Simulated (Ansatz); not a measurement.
# What a change of settings does to a run on ZrBr

Structure from Materials Project entry mp-1066783 (possibly hypothetical), not relaxed further.

First run: DFT, PBEsol, all-electron LAPW, scalar-relativistic (Ansatz 0.2.0).

Command: `ansatz run input.yaml --threads 1 --pin off --max-ram 4096MiB --backend cpu --events-out ev --progress --plain --runs-dir out` The run took 2.9 min on 1 thread of Arm Neoverse V1 (shared host), peak memory 0.69 GiB.

```yaml
crystal:
  lattice:
    - [3.4543871541, 0.0, 0.0]
    - [-1.7271935771, 2.99158703, 0.0]
    - [0.0, 0.0, 9.98886383]
  atoms:
    - { symbol: Zr, position: [0.6666666667, 0.3333333333, 0.6234827] }
    - { symbol: Zr, position: [0.3333333333, 0.6666666667, 0.3765173] }
    - { symbol: Br, position: [0.6666666667, 0.3333333333, 0.18258149] }
    - { symbol: Br, position: [0.3333333333, 0.6666666667, 0.81741851] }
kpoints:
  mp_grid: { grid: [12, 12, 4] }
  band_path:
    path:
      - [0.0, 0.0, 0.0]
      - [0.5, 0.0, 0.0]
      - [0.3333333333, 0.3333333333, 0.0]
      - [0.0, 0.0, 0.0]
      - [0.0, 0.0, 0.5]
      - [0.5, 0.0, 0.5]
      - [0.3333333333, 0.3333333333, 0.5]
      - [0.0, 0.0, 0.5]
      - [0.5, 0.0, 0.5]
    npoints: 14
scf:
  occupations: { method: fermi_dirac, width: 0.08 }
hamiltonian:
  xc: pbesol
  pseudopotentials: { kind: all_electron, lapw: { basis_error: 0.001 } }
output:
  forces: true
  stress: true
  eigenvalues: true
  fatbands: true
  populations: true
  dos: { projected: true, de: 0.2, e_range: [-14, 8] }
```

Result: converged; pressure -2.84 GPa; largest force 0.289 eV/Å; no gap on the k mesh; 9 SCF iterations.

A second run of a changed input logged this at its end:

```
Error: YAML parse error: `scf.occupations.method` is required: fixed only where the cell keeps a band gap throughout the run, explicit beside scf.occupations.values (under evaluate: without them), else a smearing such as fermi_dirac (scf.occupations.width is optional; its entry in the input reference gives the default)
```

**Question.** What was wrong with the input?

**Answer.** No occupation method, by this change (others could give a like log):
```diff
@@ -24,5 +24,5 @@
     npoints: 14
 scf:
-  occupations: { method: fermi_dirac, width: 0.08 }
+  max_iter: 100
 hamiltonian:
   xc: pbesol
@@ -32,6 +32,4 @@
   stress: true
   eigenvalues: true
-  fatbands: true
   populations: true
-  dos: { projected: true, de: 0.2, e_range: [-14, 8] }
```
